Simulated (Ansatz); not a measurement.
Calculated field gradients at the nuclei for TiO2

The cell is a computed structure from the Materials Project (it need not be an observed phase), its atoms then relaxed with PBE in this cell.

```cif
data_TiO2
_symmetry_space_group_name_H-M 'P4_2/mnm'
_symmetry_Int_Tables_number 136
_cell_length_a 4.5998
_cell_length_b 4.5998
_cell_length_c 2.9592
_cell_angle_alpha 90.000
_cell_angle_beta 90.000
_cell_angle_gamma 90.000
loop_
_atom_site_label
_atom_site_type_symbol
_atom_site_symmetry_multiplicity
_atom_site_Wyckoff_symbol
_atom_site_fract_x
_atom_site_fract_y
_atom_site_fract_z
Ti Ti 2 b 0.5000 0.5000 0.0000
O O 4 g 0.6957 0.6957 0.5000
```

One atom of each set is listed.

The numbers come from a DFT calculation in Ansatz (r2SCAN, plane waves and PAW, scalar-relativistic, 500 eV cutoff, Γ-centred 7×7×11 k-points, Fermi–Dirac smearing 0.01 eV).

C_Q = eQV_zz/h, which is 24.18 MHz for Q = 1 b and V_zz = 10²¹ V/m²; η = (V_xx − V_yy)/V_zz.

⁴⁷Ti: I = 5/2, Q = 302.0 mb; 17O: I = 5/2, Q = -25.58 mb. Q values from Pyykkö, Mol. Phys. 116, 1328 (2018).

Task: Give the quadrupolar parameters of the distinct sites.

Result: 

| site | atoms | first shell | V_zz (10²¹ V/m²) | η | C_Q (MHz) |
| --- | --- | --- | --- | --- | --- |
| Ti | 2 | 6 O at 1.95–1.98 Å | -2.09 | 0.18 | -15.3 |
| O | 4 | 3 Ti at 1.95–1.98 Å | -2.67 | 0.89 | 1.65 |

The run took 21 s of wall time (21 s of CPU time) and 0.53 GiB at its peak, on 1 thread of Arm Neoverse V2 (aarch64; 8 cores open to the job, memory cap 3.0 GiB, no GPU), a shared host with a load of 0.6 a core.
